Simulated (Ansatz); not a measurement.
InP (NiAs type, space group No. 194) under volume change, r²SCAN (plane waves, PAW; program Ansatz), shape and atoms relaxed at each volume.

```json
[
 {"V (Å³/atom)": "19.177", "E − E(relaxed) (meV/atom)": "52.5", "P (GPa)": "9.70"},
 {"V (Å³/atom)": "19.809", "E − E(relaxed) (meV/atom)": "[?]", "P (GPa)": "[?]"},
 {"V (Å³/atom)": "20.441", "E − E(relaxed) (meV/atom)": "5.2", "P (GPa)": "2.70"},
 {"V (Å³/atom)": "21.073", "E − E(relaxed) (meV/atom)": "0.0", "P (GPa)": "0.00"},
 {"V (Å³/atom)": "21.705", "E − E(relaxed) (meV/atom)": "4.6", "P (GPa)": "-2.26"},
 {"V (Å³/atom)": "22.338", "E − E(relaxed) (meV/atom)": "[?]", "P (GPa)": "[?]"},
 {"V (Å³/atom)": "22.970", "E − E(relaxed) (meV/atom)": "37.0", "P (GPa)": "-5.74"}
]
```

Question: What belongs in the gaps?

Answer: 
- 22.338, E − E(relaxed) (meV/atom): 17.4
- 22.338, P (GPa): -4.16
- 19.809, E − E(relaxed) (meV/atom): 22.0
- 19.809, P (GPa): 5.90

Question: What does a third-order Birch–Murnaghan fit give for V₀, B₀ and B′?

Answer: V₀ = 21.07 Å³/atom, B₀ = 82.0 GPa, B′ = 4.8.

Space group P6_3/mmc (NiAs type). The start of the workflow was typed in or built on a structure type; neither database checked (COD, Materials Project) lists it. It is not the phase usual at ambient conditions (space group No. 216). Symmetry was held in the r²SCAN relaxation; its stability against distortions is not shown here. Spin–orbit coupling is left out wherever it is not named.

Potentials: the later of the program's two PAW sets.
